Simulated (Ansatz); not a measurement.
Data:

Sb2Au:
```
CELL_PARAMETERS angstrom
      0.00000     3.38707     3.38707
      3.38707     0.00000     3.38707
      3.38707     3.38707     0.00000
ATOMIC_POSITIONS crystal
  Au 0.00000 0.00000 0.00000
  Sb 0.25000 0.25000 0.25000
  Sb 0.75000 0.75000 0.75000
```

This is the PBEsol-relaxed structure.

Question: All from PBEsol (plane waves, PAW; program Ansatz), unless another level is named. Estimate the electronic character.

Answer: metallic (no gap).

Question: Next, the density of states at the Fermi level?

Answer: 0.32 states/eV per atom (mean over ±0.08 eV).

Question: Next, the formation energy from the elements (no fitted shifts)?

Answer: 0.061 eV/atom.

Question: Give the gap with spin–orbit coupling.

Answer: none (metallic).

Space group Fm-3m (fluorite or antifluorite type). The workflow started from an entry of the Crystallography Open Database (COD), which files this formula under 2 space groups. Its standing as an ambient phase is unchecked. The cell was relaxed with PBEsol under the symmetry of its start. At this level the phase is mechanically unstable. The references are the lowest solids computed at this level, not always the standard phases. Scalar-relativistic: spin–orbit coupling is off unless named, which matters more the heavier the elements.

Potentials: the later of the program's two PAW sets.
